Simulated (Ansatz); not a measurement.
**WC (WC type, space group P-6m2), energy against volume**

WC (WC type, space group P-6m2)

```xyz
2
Lattice="2.9220 0.0000 0.0000 -1.4610 2.5305 0.0000 0.0000 0.0000 2.8473" Properties=species:S:1:pos:R:3 pbc="T T T"
W      0.0000     0.0000     0.0000
C      1.4610     0.8435     1.4236
```

This relaxed cell (volume V₀) is scaled evenly in all directions, its shape held. Symmetry pins the atoms to their sites.

Level of theory: PBE (plane waves to 420 eV, PAW, scalar-relativistic; Ansatz, a quantum-chemistry and plane-wave program). k mesh 18×18×16 (Γ-centred), Fermi-Dirac smearing 0.05 eV. Energies are smeared free energies. Stress and pressure are positive under compression. With the shape held, the modulus is that of even scaling; a crystal free to change shape is softer. Spin-orbit coupling is left out, though W is heavy. The PAW data are Ansatz's earlier set. WC is run without spin polarisation. WC was relaxed with its symmetry unable to fall. The zero of ΔE is the relaxed starting cell.

```
V/V₀   ΔE (meV/atom)  P (GPa)
-----  -------------  -------
0.940             51     27.3
0.955             28     19.6
0.970             12     12.6
0.985              3      6.0
1.000              0      0.0
1.015              3     -5.6
1.030             11    -10.7
1.045             24    -15.5
1.060             41    -19.9
```

Summary:

| Quantity | Result |
|---|---|
| Pressure at the smallest volume | 27.3 GPa |
| Energy cost of the largest compression | 51 meV/atom |
| Energy cost of the largest expansion | 41 meV/atom |
| Bulk modulus at fixed cell shape B₀ (third-order Birch-Murnaghan fit) | 386 GPa |
| Pressure derivative B₀′ (fit) | 4.3 |
| Equilibrium volume of the fit | 10.53 Å³/atom |
| Pressure for 5 % compression (fit) | 22.1 GPa |

(Under strain, the slope of the energy per volume gives the stress and its curvature an elastic modulus.)
